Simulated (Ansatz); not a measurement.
Consider the following.

AlInSb$_{2}$:
```xyz
4
Lattice="2.2399 1.2932 7.3128 -2.2399 1.2932 7.3128 0.0000 -2.5865 7.3128" Properties=species:S:1:pos:R:3 pbc="T T T"
Al     0.0000     0.0000    21.9275
In     0.0000     0.0000    10.9834
Sb     0.0000     0.0000     2.6481
Sb     0.0000     0.0000    13.8023
```

This is the PBEsol-relaxed structure. Tensor components refer to the Cartesian frame of this cell.

Problem. All from DFT-PBEsol in the program Ansatz with PAW potentials, unless another level is named. Estimate the formation energy from the elements (no fitted shifts).

Solution. -0.082 eV/atom.

Problem. What about the electron effective mass with spin–orbit coupling?

Solution. 0.018, 0.018, 0.041 mₑ (principal values).

Problem. And the hole effective mass with spin–orbit coupling?

Solution. 0.023, 0.023, 0.78 mₑ (principal values).

Problem. What about the hole effective mass, band 1 of 2 at the edge?

Solution. 0.46 along x, 0.83 along z (mₑ).

Problem. And the valence-band maximum?

Solution. at Γ.

Space group R3m. The workflow started from a Materials Project entry (that database holds measured and hypothetical structures alike); the Crystallography Open Database copy checked does not list it. With Al and In taken as one species the cell has the higher symmetry F-43m, so it may be an ordered model of a mixed-site phase. Whether it is the stable phase at ambient conditions was not checked. The cell was relaxed with PBEsol under the symmetry of its start; of distortions, only those at the zone centre were tested. The references are the lowest solids computed at this level, not always the standard phases. Scalar-relativistic: spin–orbit coupling is off unless named, which matters more the heavier the elements.

Potentials: the later of the program's two PAW sets.

Edges and masses are those of Kohn–Sham bands, whose gap is no quasiparticle gap.
